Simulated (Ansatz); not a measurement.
## Phonon spectrum of Sn5GeO6

Theory: Ansatz, DFT PBE, scalar-relativistic, plane waves, PAW. Cutoff 420 eV, 8×8×2 k-points (Γ-centred), fixed occupations. No spin polarisation. Phonons by linear response, acoustic sum rule imposed.

Equilibrium structure at this level:
```
Sn Ge O
1.0
     3.82988    0.00000    0.00000
     0.00000    3.82988    0.00000
     0.00000    0.00000   14.98563
Sn Ge O
5 1 6
Direct
  0.50000 0.50000 0.07077
  0.50000 0.50000 0.40963
  0.50000 0.50000 0.75116
  0.00000 0.00000 0.25318
  0.00000 0.00000 0.59441
  0.00000 0.00000 0.92812
  0.00000 0.50000 0.99255
  0.00000 0.50000 0.33131
  0.00000 0.50000 0.67250
  0.50000 0.00000 0.99255
  0.50000 0.00000 0.33131
  0.50000 0.00000 0.67250
```

It was reached by relaxing an invented guess, and it needn't be the stable form of this composition. Spin–orbit coupling is left out, which matters for heavy elements. The q mesh is coarse, so values between its points are rough. No dispersion correction is applied, so modes and constants that involve weak contacts between layers, chains or molecules come out too soft.

Force constants from linear response on a 2×2×1 q mesh.

Path: Γ–X–M–Γ–Z–R–A–Z | X–R | M–A. Only the points of the 2×2×1 mesh were computed; the rest is interpolation, which is rough on so few points. At q = (-0.500, -0.500, 0.000) a computed mode is imaginary, 145i cm⁻¹, so the cell is unstable at this level. Distance along the path (Å⁻¹), then the branches (cm⁻¹, negative for imaginary; the LO field is included):
```
0.000  -96 -26 0 0 0 31 33 34 35 37 37 105 105 106 106 161 183 200 203 214 252 254 254 324 324 329 376 389 408 433 438 439 444 444 493 501
0.205  -87 -34 17 26 37 46 46 49 53 53 97 104 105 120 120 172 194 196 208 239 265 267 298 319 320 327 371 391 406 432 435 437 440 441 466 474
0.410  -75 -32 25 28 63 66 77 78 79 83 101 102 139 145 148 186 188 202 206 296 298 300 309 314 328 357 362 395 400 412 414 426 429 430 434 435
0.615  -69 37 49 52 79 80 87 89 90 96 97 97 163 167 168 179 180 195 246 298 305 321 335 340 342 353 356 362 390 401 407 408 410 424 425 430
0.820  -67 73 75 75 76 77 84 88 89 90 90 92 173 173 176 176 178 192 265 310 310 320 322 327 336 363 377 379 380 381 384 416 416 417 419 425
1.025  -61 60 61 62 64 64 94 108 108 109 109 112 174 174 176 176 180 181 224 299 307 309 310 314 317 332 335 336 337 343 382 448 450 450 451 455
1.230  -72 56 58 60 64 65 88 126 128 130 130 130 147 177 177 179 179 185 208 252 258 260 263 272 277 284 286 288 289 290 415 476 479 480 481 483
1.435  -126 67 68 71 73 78 80 133 138 140 141 141 158 181 184 185 186 187 191 202 203 205 207 230 237 237 249 252 254 255 436 489 494 494 496 498
1.641  -145 75 75 78 78 86 86 140 143 143 144 144 158 172 172 178 178 180 188 188 190 190 191 212 217 217 238 238 240 240 443 493 498 498 501 502
1.931  -114 42 61 66 68 70 74 128 136 138 143 144 160 177 179 181 183 185 192 200 206 237 240 244 250 256 261 261 275 278 430 484 487 492 493 495
2.221  -75 -44 19 30 44 49 59 120 124 126 129 132 136 151 152 172 182 184 204 225 236 282 286 303 328 330 348 350 351 354 390 444 454 471 475 476
2.511  -84 -44 -14 19 26 33 40 75 78 79 102 117 118 120 121 163 192 195 208 246 252 289 313 315 327 343 366 388 407 416 420 442 445 450 453 456
2.801  -96 -26 0 0 0 31 33 34 35 37 37 105 105 106 106 161 183 200 203 214 252 254 254 324 324 329 376 389 408 433 438 439 444 444 493 501
2.827  -96 -96 2 2 3 30 30 33 35 35 38 105 105 106 106 161 161 200 203 214 252 252 254 254 324 324 329 408 408 438 438 444 444 487 499 502
2.879  -96 -96 7 7 8 28 28 30 37 37 39 105 105 106 106 161 161 200 203 214 252 252 254 254 323 325 329 408 408 438 438 444 444 488 499 502
2.932  -96 -96 12 12 13 25 25 26 38 38 41 105 105 106 106 161 161 200 203 214 252 252 254 254 323 325 329 408 408 438 438 443 443 488 499 502
2.984  -96 -96 16 16 18 21 21 22 38 38 41 105 105 106 106 161 161 200 203 214 252 252 254 254 323 326 328 408 408 438 438 443 443 488 499 502
3.113  -94 -55 13 24 25 28 29 31 41 43 55 105 106 109 111 164 182 198 201 215 255 257 272 279 321 326 328 407 408 438 438 442 443 476 486 494
3.318  -81 -31 -22 31 52 56 65 66 66 68 102 104 120 133 133 186 190 194 205 273 280 282 310 319 322 342 350 402 403 428 432 435 436 437 441 449
3.523  -72 18 20 44 72 74 84 86 89 92 98 100 153 157 159 182 183 198 227 297 307 318 319 321 334 361 367 383 392 395 406 418 421 424 431 432
3.728  -67 59 61 67 82 84 85 87 91 91 92 94 170 172 174 177 178 193 260 299 313 322 327 334 343 360 361 362 386 395 396 411 412 419 425 425
3.933  -65 68 69 70 70 70 86 95 97 97 97 100 173 174 176 176 179 190 249 305 310 320 322 328 330 361 363 363 364 368 369 428 430 432 432 436
4.138  -60 56 58 59 62 63 98 119 120 120 120 122 159 175 175 177 177 182 211 284 288 289 291 294 296 301 309 311 313 315 400 464 467 467 468 470
4.343  -101 61 62 66 70 70 77 130 134 135 137 138 150 180 180 181 182 188 207 219 228 229 233 250 257 262 265 266 269 271 428 484 488 489 490 492
4.548  -140 72 72 79 80 82 82 137 141 142 143 143 166 167 177 184 185 186 187 188 189 191 199 217 223 223 233 234 249 250 441 492 498 498 500 500
4.796  -136 67 72 76 78 80 81 135 139 142 143 144 167 170 176 184 186 186 189 189 195 198 202 221 227 232 234 239 249 256 439 490 496 497 498 500
5.086  -89 10 26 54 54 61 67 125 132 136 137 140 151 166 167 180 180 182 204 208 220 264 267 274 292 299 302 302 305 317 413 468 476 481 485 486
5.376  -76 -43 -35 26 36 39 49 102 105 109 115 125 125 135 136 166 186 189 205 237 247 297 310 314 340 362 364 374 388 390 406 416 437 454 463 465
5.666  -93 -43 -4 20 24 28 38 42 44 50 71 109 109 110 110 162 195 200 202 221 250 253 292 303 320 325 328 403 411 433 438 441 446 467 477 487
5.811  -67 73 75 75 76 77 84 88 89 90 90 92 173 173 176 176 178 192 265 310 310 320 322 327 336 363 377 379 380 381 384 416 416 417 419 425
5.863  -67 73 75 75 76 77 84 88 89 90 90 92 173 174 176 176 178 192 265 309 310 319 322 328 336 363 377 379 380 381 384 416 416 418 419 425
5.916  -67 73 75 75 76 77 84 88 89 90 90 92 173 174 176 176 179 192 265 308 311 317 324 330 336 363 377 379 380 381 384 415 416 419 419 425
5.968  -67 73 75 75 76 77 84 88 89 90 90 92 173 174 175 176 179 192 265 308 311 316 325 331 335 363 377 379 380 381 384 415 416 419 420 424
6.021  -67 73 75 75 76 77 84 88 89 90 90 92 173 174 175 176 179 192 265 307 311 315 325 332 335 363 377 379 380 381 384 415 416 419 420 424
6.047  -145 74 74 78 78 86 86 140 143 143 144 144 158 172 172 178 178 180 188 188 190 190 191 212 217 217 237 237 241 241 443 493 498 498 501 502
6.099  -145 74 74 79 79 86 86 140 142 143 144 144 158 172 172 178 178 180 188 188 191 191 191 212 217 217 234 234 243 243 443 493 498 498 501 502
6.152  -145 74 74 80 80 86 86 140 142 143 144 144 158 173 173 178 178 180 188 188 191 191 191 212 216 216 232 232 245 245 443 492 498 499 501 502
6.204  -145 74 74 81 81 85 85 140 142 143 144 144 158 173 173 178 178 180 188 188 191 191 191 212 216 216 231 231 246 246 443 492 498 499 501 501
```
